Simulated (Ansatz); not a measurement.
Values for one crystal, relaxed and computed with r²SCAN in the plane-wave PAW code Ansatz; other levels are named.

| Property | Result |
|---|---|
| Volume per atom | 21.28 Å³ |
| Electronic character | metallic (no gap) |
| Formation energy from the elements (no fitted shifts) | 0.055 eV/atom |
| Density of states at the Fermi level | 1.7 states/eV per atom (mean over ±0.08 eV) |
| Gap with spin–orbit coupling | none (metallic) |
| Bulk modulus (Birch–Murnaghan fit) | 101 GPa |
| Pressure derivative B′ | 4.0 |

Q: Pick the material that matches.
A) ScAg4, I4/m (Ag on 8h, Sc on 2a)
B) CePt3, Cu3Au type
C) Zr3Ag, Cu3Au type
D) LiPt3, Cu3Au type

A: C, Zr3Ag, Cu3Au type

Space group Pm-3m (Cu3Au type). The workflow started from an entry of the Crystallography Open Database (COD); the relaxed space group is not among those it files for this formula. COD files the formula under space group No. 123, so this cell is another polymorph or a model. Its standing as an ambient phase is unchecked. Symmetry was held in the r²SCAN relaxation; its stability against distortions is not shown here. The run is not spin-polarised. The references are the lowest solids computed at this level, not always the standard phases. Spin–orbit coupling is left out wherever it is not named.

Potentials: the later of the program's two PAW sets.
